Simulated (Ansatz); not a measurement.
LiF:
```xyz
4
Lattice="3.2201 0.0000 0.0000 -1.6101 2.7887 0.0000 0.0000 0.0000 3.9077" Properties=species:S:1:pos:R:3 pbc="T T T"
Li     0.0000     1.8591     0.9769
Li     1.6101     0.9296     2.9308
F      0.0000     1.8591     2.9308
F      1.6101     0.9296     0.9769
```

x, y and z are the axes in which the lattice vectors are written.

### Question
Give the high-frequency dielectric tensor and the Born effective charge tensors of the independent atoms from DFPT, the program Ansatz at the LDA level (PAW).

### Answer

ε∞:
```
1.97  0.00  0.00
0.00  1.97  0.00
0.00  0.00  1.98
```
Z* of atom 1 (Li), rows: field, columns: displacement, in e:
```
0.96  0.00  0.00
0.00  0.96  0.00
0.00  0.00  1.05
```
Z* of atom 3 (F), rows: field, columns: displacement, in e:
```
-0.96   0.00   0.00
 0.00  -0.96   0.00
 0.00   0.00  -1.05
```

Space group P6_3/mmc. The start of the workflow was typed in or built on a structure type; neither database checked (COD, Materials Project) lists it. It is not the phase usual at ambient conditions (space group No. 225). Symmetry was held in the LDA relaxation; its stability against distortions is not shown here. The volume moved by -45 % from the start of the relaxation.

Potentials: the later of the program's two PAW sets.
